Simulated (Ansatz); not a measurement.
Generalised stacking fault of HfN (rock salt) on the {100} plane. The cell below holds the perfect crystal with the plane normal along z; tilting its third vector by the shift puts one fault into each cell, between planes 2.26 Å apart, at fixed cell height.

```xyz
6
Lattice="3.2000 0.0000 0.0000 0.0000 3.2000 0.0000 1.6000 1.6000 6.7882" Properties=species:S:1:pos:R:3 pbc="T T T"
N      1.3333     1.3333     5.6568
N      1.3333     1.3333     1.1314
N      2.9333     2.9333     3.3941
Hf     2.9333     2.9333     5.6568
Hf     2.9333     2.9333     1.1314
Hf     1.3333     1.3333     3.3941
```

In-plane vectors a = (3.200, 0.000) Å, b = (0.000, 3.200) Å, area 10.24 Å². The shift is s times the vector a (length 3.200 Å), so s = 1 restores the start. The shift is rigid: no atom relaxes. γ = [E(shift) − E(0)] / area.

All values below come from r2SCAN (plane waves to 500 eV, PAW, scalar-relativistic; Ansatz, a first-principles code). k mesh 13×13×13 (Γ-centred), Fermi-Dirac smearing 0.05 eV. E is the zero-smearing estimate. With partly filled bands, the k mesh leaves noise in γ, roughly 0.02 J/m² as judged from a few cases. Faults lie only 6.8 Å apart, and holding the cell height and the atoms raises γ above its relaxed value. HfN is run without spin polarisation. HfN was relaxed with its symmetry unable to fall. Spin-orbit coupling is left out, though Hf is heavy. γ is measured from zero shift. The last digit holds for this mesh only.

| s | γ (J/m²) |
|---|---|
| 0.000 | 0.00 |
| 0.083 | withheld |
| 0.167 | 0.89 |
| 0.250 | 1.88 |
| 0.333 | 3.01 |
| 0.417 | 3.95 |
| 0.500 | 4.32 |
| 0.583 | 3.95 |
| 0.667 | 3.01 |
| 0.750 | 1.88 |
| 0.833 | 0.89 |
| 0.917 | withheld |

Task: Fit a Fourier form (three harmonics of 1 − cos and sin) to the given rows and predict γ at s = 0.083.

Result: Least squares on the 10 given rows: γ = (2.147)·[1 − cos(2πs)] + (-0.140)·[1 − cos(4πs)] + (0.013)·[1 − cos(6πs)], in J/m²; root-mean-square residual 0.000 J/m². At 0.083 the fit gives 0.23 J/m²; the calculation gives 0.23 J/m², the same to the digits shown. 

(The slope of γ gives the shear force per area between the displaced halves; near zero shift its curvature is an elastic stiffness.)
